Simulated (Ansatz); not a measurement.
Si:
```yaml
crystal:
  lattice:
    - [0.00000, 2.72198, 2.72198]
    - [2.72198, 0.00000, 2.72198]
    - [2.72198, 2.72198, 0.00000]
  atoms:
    - { symbol: Si, position: [0.75000, 0.75000, 0.75000] }
    - { symbol: Si, position: [0.50000, 0.50000, 0.50000] }
```

Relaxed with r²SCAN. Special points in fractions of this cell's reciprocal vectors: Γ (0.000, 0.000, 0.000); X (0.500, 0.000, 0.500); U (0.625, 0.250, 0.625); K (0.375, 0.375, 0.750); L (0.500, 0.500, 0.500); W (0.500, 0.250, 0.750).

**Question.** List the band energies nearest the valence-band maximum at these points for r²SCAN in the plane-wave PAW code Ansatz.

**Answer.** In eV from the valence-band maximum; about four levels below and three above (degenerate sets whole), none deeper than 8.9 eV; points with the same levels are listed once.

| k | below | above |
|---|---|---|
| Γ | 0.00 0.00 0.00 | 2.74 2.74 2.74 |
| X | -8.15 -8.15 -3.00 -3.00 | 0.92 0.92 10.79 10.79 |
| U | -8.58 -7.53 -4.47 -2.55 | 1.43 4.45 7.94 |
| L | -7.25 -1.27 -1.27 | 1.84 3.58 3.58 |
| W | -7.98 -7.98 -4.00 -4.00 | 4.59 4.59 5.39 5.39 |

Space group Fd-3m (diamond). Symmetry was held in the r²SCAN relaxation; phonons on a q-mesh show no instability.

Potentials: the earlier of the program's two PAW sets.
